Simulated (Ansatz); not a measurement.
## IrSe in the zincblende structure

Method: PBE, scalar-relativistic; no spin polarisation; PAW, 420 eV, 10×10×10 k-mesh, Gaussian smearing of 0.05 eV; code Ansatz. The datasets are Ansatz's generated set soft_2.

```
Ir Se
1.0
     0.00000    2.78206    2.78206
     2.78206    0.00000    2.78206
     2.78206    2.78206    0.00000
Ir Se
1 1
Direct
  0.00000 0.00000 0.00000
  0.25000 0.25000 0.25000
```

The structure was built from a prototype; whether the compound forms in it isn't claimed.

The cell has space group F-43m (read at 0.01 Å). In it the stress is 0.00, 0.00, 0.00, 0.00, 0.00, 0.00 GPa and the largest force component 0.000 eV/Å. Each change below starts from this cell, without further relaxation. Stress is in GPa, positive in compression, in the order xx, yy, zz, yz, xz, xy; energies are counted from the cell above and are free energies with the smearing's entropy, which match forces and stress in a metal.

**Question.** What happens when atom 2 (Se) is moved by 0.20 Å along x?

**Answer.** The energy changes by 216.5 meV per cell, and the force on it along the shift is -2.135 eV/Å (−F/u = 10.67 eV/Å²). Stress: 0.99, 3.72, 3.72, -9.40, 0.00, 0.00.
```tsv
atom	Fx (eV/Å)	Fy	Fz
Ir1	2.135	0.000	0.000
Se2	-2.135	0.000	0.000
```
In a harmonic crystal the energy would rise by −½F·u = ½ × 10.67 × 0.20² eV = 213.5 meV, which matches.

**Question.** One atom was moved along a Cartesian axis, and these forces appeared. Which atom, and about how far?
```
atom  Fx (eV/Å)     Fy     Fz
 Ir1     -0.575  0.000  0.000
 Se2      0.575  0.000  0.000
```

**Answer.** Atom 1 (Ir) is moved by 0.05 Å along x; the energy changes by 14.7 meV per cell. Moving the other atom the opposite way is the same thing.

**Question.** What stress follows from an engineering strain of 1 % in xz, atoms carried along?

**Answer.** 0.01, 0.03, 0.01, 0.00, -0.63, 0.00 GPa; the energy changes by 0.8 meV per cell.
```
atom  Fx (eV/Å)      Fy     Fz
 Ir1      0.000   0.123  0.000
 Se2      0.000  -0.123  0.000
```
The change of the stress over the strain gives a clamped-atom stiffness of about 63 GPa for this component.

**Question.** A single strain component, atoms carried along, gave the stress 0.15, 0.28, 0.15, 0.00, -1.67, 0.00. Which component, and about how large?

**Answer.** An engineering strain of 3 % in xz; the energy changes by 7.2 meV per cell.

**Question.** All atoms and the cell are disturbed at random:
```
CELL_PARAMETERS angstrom
-0.03124 2.80514 2.79878
2.73156 -0.01456 2.78211
2.72710 2.78402 -0.01011
ATOMIC_POSITIONS crystal
Ir 0.00050 0.00738 0.99462
Se 0.24950 0.24262 0.25538
```
Give the energy change, the stress and the forces.

**Answer.** 21.5 meV per cell; stress 0.41, 0.58, 0.56, 0.36, -0.65, 2.63 GPa.
```
atom  Fx (eV/Å)      Fy      Fz
 Ir1     -0.056   0.187  -0.670
 Se2      0.056  -0.187   0.670
```

**Question.** All atoms and the cell are disturbed at random:
```
CELL_PARAMETERS angstrom
0.01433 2.78670 2.76343
2.79242 -0.00348 2.78124
2.78712 2.79920 0.00182
ATOMIC_POSITIONS crystal
Ir 0.97444 0.01674 0.00177
Se 0.27556 0.23326 0.24823
```
Give the energy change, the stress and the forces.

**Answer.** 220.5 meV per cell; stress 2.85, 2.36, 3.60, 6.10, -7.42, -3.99 GPa.
| atom | Fx (eV/Å) | Fy | Fz |
| --- | --- | --- | --- |
| Ir1 | -1.489 | 1.777 | 1.117 |
| Se2 | 1.489 | -1.777 | -1.117 |

Scalar-relativistic only: spin–orbit splittings of the heavy atoms' levels are missing. The cell is a metal with an odd number of electrons, and spin polarisation wasn't tried.
